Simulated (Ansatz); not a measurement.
ZrO$_{2}$ (fluorite)

Space group Fm-3m (No. 225); a = 5.0891 Å, b = 5.0891 Å, c = 5.0891 Å, α = 90.00°, β = 90.00°, γ = 90.00°

```json
[
 {"atom": "Zr", "site": "4a", "symmetry": "m-3m", "x": "0.0000", "y": "0.0000", "z": "0.0000"},
 {"atom": "O", "site": "8c", "symmetry": "-43m", "x": "0.2500", "y": "0.2500", "z": "0.2500"}
]
```
(The calculation used a cell of 3 atoms; values per cell refer to that cell.)

The volume is varied about the relaxed value V₀ at fixed cell shape. Symmetry pins the atoms to their sites.

All values below come from r2SCAN (plane waves to 500 eV, PAW, scalar-relativistic; Ansatz, an electronic-structure program). k mesh 11×11×11 (Γ-centred), Fermi-Dirac smearing 0.05 eV. E stands for the smeared free energy. Stress and pressure are positive under compression. The PAW data are Ansatz's earlier set. This is a high-temperature form of ZrO2. ZrO2 is run without spin polarisation. ZrO2 was relaxed with its symmetry unable to fall. ΔE is measured from the relaxed starting cell.

Task: Predict the ΔE (kJ/mol of atoms) and P (GPa) at V/V₀ = 0.964, 0.988, 1.012, 1.024, 1.048, 1.060.

Result: 
```tsv
V/V₀	ΔE (kJ/mol of atoms)	P (GPa)
0.964	1.17	10.1
0.988	0.12	3.2
1.012	0.12	-3.0
1.024	0.47	-5.8
1.048	1.81	-10.9
1.060	2.77	-13.3
```

(Under strain, the slope of the energy per volume gives the stress and its curvature an elastic modulus.)
